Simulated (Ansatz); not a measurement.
Relaxed TaRu (space group P4/mmm):

```yaml
crystal:
  lattice:
    - [3.00349, 0.00000, 0.00000]
    - [0.00000, 3.00349, 0.00000]
    - [0.00000, 0.00000, 3.36426]
  atoms:
    - { symbol: Ta, position: [0.50000, 0.50000, 0.50000] }
    - { symbol: Ru, position: [0.00000, 0.00000, 0.00000] }
```

A phonon eigenvector at Γ is frozen into this cell: atom i moves by Q times the vector below, so Q is the largest atomic displacement, in Å. The cell is held. It is one choice among 2 degenerate patterns.

```tsv
atom	x	y	z
Ta1	0.000	0.559	0.000
Ru2	0.000	-1.000	0.000
```

Calculation: LDA (plane waves to 420 eV, PAW, scalar-relativistic; Ansatz, a first-principles code). k mesh 15×15×14 (Γ-centred), Fermi-Dirac smearing 0.05 eV. With partly filled bands, energies and forces of such displacements shift with the k mesh and the smearing. Spin-orbit coupling is left out, though Ta is heavy. TaRu is run without spin polarisation. TaRu was relaxed with its symmetry unable to fall. 

```json
[
 {"Q (Å)": "-0.100", "−dE/dQ from forces (eV/Å)": "1.357"},
 {"Q (Å)": "-0.083", "−dE/dQ from forces (eV/Å)": "1.137"},
 {"Q (Å)": "-0.067", "−dE/dQ from forces (eV/Å)": "0.911"},
 {"Q (Å)": "-0.050", "−dE/dQ from forces (eV/Å)": "0.684"},
 {"Q (Å)": "-0.033", "−dE/dQ from forces (eV/Å)": "0.457"},
 {"Q (Å)": "-0.017", "−dE/dQ from forces (eV/Å)": "0.228"},
 {"Q (Å)": "0.000", "−dE/dQ from forces (eV/Å)": "0.000"},
 {"Q (Å)": "0.017", "−dE/dQ from forces (eV/Å)": "-0.228"},
 {"Q (Å)": "0.033", "−dE/dQ from forces (eV/Å)": "-0.457"},
 {"Q (Å)": "0.050", "−dE/dQ from forces (eV/Å)": "-0.684"},
 {"Q (Å)": "0.067", "−dE/dQ from forces (eV/Å)": "-0.911"},
 {"Q (Å)": "0.083", "−dE/dQ from forces (eV/Å)": "-1.137"},
 {"Q (Å)": "0.100", "−dE/dQ from forces (eV/Å)": "-1.357"}
]
```

Task: What harmonic wavenumber does the curvature at Q = 0 give?

Result: 154 cm⁻¹. E″ = 13.71 eV/Å², M = Σ mᵢ|uᵢ|² = 157.5 u, ν̃ = 521.5·√(|E″|/M).

(A displaced cell: forces are minus the slopes of the energy, force constants its curvatures, and phonons follow from these.)
